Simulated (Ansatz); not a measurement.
## Comparing deformations in LiPb

The calculation used DFT r2SCAN, scalar-relativistic, plane waves, PAW in Ansatz. Cutoff 500 eV, Γ-centred 14×14×14 k-points, Gaussian smearing of 0.15 eV. Spin–orbit coupling is left out, which can shift energies with elements as heavy as these. No spin polarisation. Energies are free energies at this smearing, counted from the undisturbed cell; pressure is positive in compression.

Zero of the scan (as given, not relaxed at this level; it stands at 0.6 GPa, and it needn't be the usual structure):

```
Li Pb
1.0
     3.52200    0.00000    0.00000
     0.00000    3.52200    0.00000
     0.00000    0.00000    3.52200
Li Pb
1 1
Direct
  0.50000 0.50000 0.50000
  0.00000 0.00000 0.00000
```

The cell is strained by ε times a Voigt pattern (xx, yy, zz, yz, xz, xy; engineering shear) with fractional coordinates fixed. τ = (1/V0) dE/dε comes from the stress tensor. Of each scan, only the three points used here are listed.

| pattern | ε | τ (GPa) |
| --- | --- | --- |
| (1, 1, 0, 0, 0, 0) | -0.0050 | -2.05 |
| (1, 1, 0, 0, 0, 0) | 0.0000 | -1.18 |
| (1, 1, 0, 0, 0, 0) | 0.0050 | -0.34 |
| (0, 0, 1, 0, 0, 0) | -0.0250 | -2.28 |
| (0, 0, 1, 0, 0, 0) | 0.0000 | -0.59 |
| (0, 0, 1, 0, 0, 0) | 0.0250 | 0.82 |

Task: Which constants do the scans give, and which deformation costs least for the same size of strain tensor?

Result: The slope dτ/dε at zero (parabola through three points) is pᵀCp: (1, 1, 0, 0, 0, 0) gives 2(C11 + C12) = 171 GPa; (0, 0, 1, 0, 0, 0) gives C11 = 62 GPa. The size of the strain tensor, ε:ε, is ε² times 2.0, 1.0. Per unit of it the stiffnesses are 85, 62 GPa, so (0, 0, 1, 0, 0, 0) is the softest of these: at ε:ε = (1 %)² the quadratic term costs 0.42 meV/atom against 0.58 for the stiffest.

Task: What else follows for this cubic crystal?

Result: From the unrounded slopes C11 = 62.1 and C12 = 23.3 GPa, so B = (C11 + 2 C12)/3 = 36 GPa and the Poisson ratio for a pull along a cube edge is C12/(C11 + C12) = 0.27.

In a metal these slopes depend on the k mesh and the smearing.